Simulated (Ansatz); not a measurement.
Method: Ansatz, DFT PBE, scalar-relativistic, plane waves, PAW. All cells share a 420 eV cutoff and Γ-centred k meshes spaced at most about 0.3 Å⁻¹ (about 0.25 or finer for metals, 2π included). No spin polarisation in the final relaxations.

These are static total energies at zero pressure. All come from trial cells, and lower structures may exist.

Task: These unrelaxed guesses for AlGa₃N₂ are each relaxed within their symmetry. Order them by the energy at which they end, lowest first.
A.

```
Al Ga N
1.0
     3.15991    0.00000    0.00000
     0.00000    3.15991    0.00000
     0.00000    0.00000   10.56297
Al Ga N
1 3 2
Direct
  0.50000 0.50000 0.50000
  0.00000 0.00000 0.00000
  0.00000 0.00000 0.71455
  0.00000 0.00000 0.28545
  0.50000 0.50000 0.84736
  0.50000 0.50000 0.15264
```

B.

```
Al Ga N
1.0
     5.08847    0.00000    0.00000
    -2.54423    4.40674    0.00000
     0.00000    0.00000    4.13963
Al Ga N
1 3 2
Direct
  0.00000 0.00000 0.00000
  0.50000 0.50000 0.50000
  0.50000 0.00000 0.50000
  0.00000 0.50000 0.50000
  0.66667 0.33333 0.00000
  0.33333 0.66667 0.00000
```

C.

```
Al Ga N
1.0
     4.49798    0.00000    0.00000
     0.00000    4.49798    0.00000
     0.00000    0.00000    4.95992
Al Ga N
1 3 2
Direct
  0.50000 0.50000 0.00000
  0.00000 0.00000 0.50000
  0.00000 0.50000 0.00000
  0.50000 0.00000 0.00000
  0.50000 0.50000 0.50000
  0.00000 0.00000 0.00000
```

D.

```
Al Ga N
1.0
     2.31804    1.33832    5.11422
    -2.31804    1.33832    5.11422
     0.00000   -2.67664    5.11422
Al Ga N
1 3 2
Direct
  0.50000 0.50000 0.50000
  0.74108 0.74108 0.74108
  0.25892 0.25892 0.25892
  0.00000 0.00000 0.00000
  0.87163 0.87163 0.87163
  0.12837 0.12837 0.12837
```

Result: D (ends in R-3m, 0 meV/atom), A (ends in P4/mmm, 0.36 eV/atom), B (ends in P6/mmm, 0.76 eV/atom), C (ends in P4/mmm, 0.78 eV/atom).

Weakly bound directions are ill-defined at this level, which has no dispersion term (R-3m), and this can change margins and order among such cells. A magnetic state wasn't ruled out in cells without spin, among them P6/mmm, P4/mmm at 18.9 Å³/atom. Cells relaxed within their symmetry can be saddle points. Some types were kept out of the candidates beforehand, so the set may lack a known form.
